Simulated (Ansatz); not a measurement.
Is this LiMgCl2 structure a true minimum?

The cell was found from a structure generator's guess, not taken from experiment.

Theory: DFT PBE, scalar-relativistic, plane waves, PAW in Ansatz. Cutoff 420 eV; k points 10×10×12 on the computed 4-atom cell (Γ-centred); Gaussian smearing, width 0.10 eV; no spin polarisation.

The cell below (4 atoms, space group P-4m2 (No. 115)) is relaxed within its symmetry.

```xyz
4
Lattice="4.8427 0.0000 0.0000 0.0000 4.8427 0.0000 0.0000 0.0000 4.0940" Properties=species:S:1:pos:R:3 pbc="T T T"
Li    2.4214    2.4214    2.0470
Mg    0.0000    0.0000    0.0000
Cl    0.0000    2.4214    1.0652
Cl    2.4214    0.0000    3.0288
```

For the test a repeat of it with 8 atoms (edges 4.09, 4.84, 9.69 Å) was strained at random (σ = 1.5 % a component), the atoms were moved at random (σ = 0.05 Å), and all was relaxed again on a coarse 6×4×2 mesh (in the run’s order of axes) with 0.20 eV smearing, with no symmetry imposed.

An odd number of electrons in the primitive cell allows no gap without spin; a larger cell or a magnetic state could open one.

Q: What happens?

A: It returns, within 1 meV/atom of the unmoved cell on that mesh and with the same symmetry when read at 0.1 Å (P1 at 0.01 Å, so small strains and shifts remain). So it is stable against the distortions that fit this cell and that this random move excites. Modes that don't fit the cell aren't tested.
